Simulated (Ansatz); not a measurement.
Level: r2SCAN, no spin polarisation; 500 eV; 3×3×2 (shifted by 0, 0, 0.5 steps) mesh; fermi-dirac occupations (width 0.1 eV); Ansatz 0.2.0, fixed geometry.

Computed maps in the lattice plane spanned by a (left to right, 6.22 Å, 19 points from zero) and b (bottom to top, 7.03 Å, 21 points from zero), 92° apart, at height 0.175 along c. The fields are smooth PAW ones with compensation charges, not the true ones near nuclei.

Valence density. Digits on a logarithmic scale: 0 up to 0.03 e/Å³, each further digit a factor of 1.6, 9 from 1.3 e/Å³ up:
```
5312467887655678876
6421245665445688888
7420123444345787488
6420012233345788588
5310123333334688887
4211345554434567776
2113567776433345543
0024688887532222221
0135788887531111110
1135788887532122221
2124678876532345554
4323466665433567776
6421234444334678888
7421112333345788588
7420012333345787488
6410134555445688888
4211346777655678876
3102468888766677664
1002578778876666543
1002578658877666543
3112578888766677664
```

ELF. Ten even steps from '0' (0.01) to '9' (0.92):
```
8400699998522588888
9710278886212576589
9820013332013771049
9820000000015883059
9600011222114899899
7100456665212699999
2005888887410268876
0038998899720012210
0059995689730000000
0039996699720001221
2017998898510157876
7102788876311689999
9500244443114899789
9810000011115884049
9820000111013771049
9710036764202576589
8400489997522578888
3001799988754578765
0003898205876456420
0003898005886455421
4002899757764578765
```

Task: The cell is TlGePS$_{5}$. Which atoms lie within 0.2 Å of this plane, and where (fractions of a and b)?

Result: S at (0.40, 0.06), S at (0.85, 0.31), S at (0.84, 0.83). The whole cell:
```yaml
crystal:
  lattice:
    - [6.21704, 0.00000, 0.00000]
    - [-0.23619, 7.02364, 0.00000]
    - [-1.19447, -2.55761, 8.54181]
  atoms:
    - { symbol: Tl, position: [0.27458, 0.31594, 0.54710] }
    - { symbol: Tl, position: [0.72542, 0.68406, 0.45290] }
    - { symbol: Ge, position: [0.50220, 0.27620, 0.00090] }
    - { symbol: Ge, position: [0.49780, 0.72380, 0.99910] }
    - { symbol: P, position: [0.72300, 0.10320, 0.27150] }
    - { symbol: P, position: [0.27700, 0.89680, 0.72850] }
    - { symbol: S, position: [0.39710, 0.06090, 0.17520] }
    - { symbol: S, position: [0.60290, 0.93910, 0.82480] }
    - { symbol: S, position: [0.33300, 0.54280, 0.13370] }
    - { symbol: S, position: [0.66700, 0.45720, 0.86630] }
    - { symbol: S, position: [0.84510, 0.30810, 0.17590] }
    - { symbol: S, position: [0.15490, 0.69190, 0.82410] }
    - { symbol: S, position: [0.15790, 0.16550, 0.82910] }
    - { symbol: S, position: [0.84210, 0.83450, 0.17090] }
    - { symbol: S, position: [0.77320, 0.18500, 0.50290] }
    - { symbol: S, position: [0.22680, 0.81500, 0.49710] }
```

Origin: a known structure type with other elements, at an estimated volume, so it need not be a known compound.
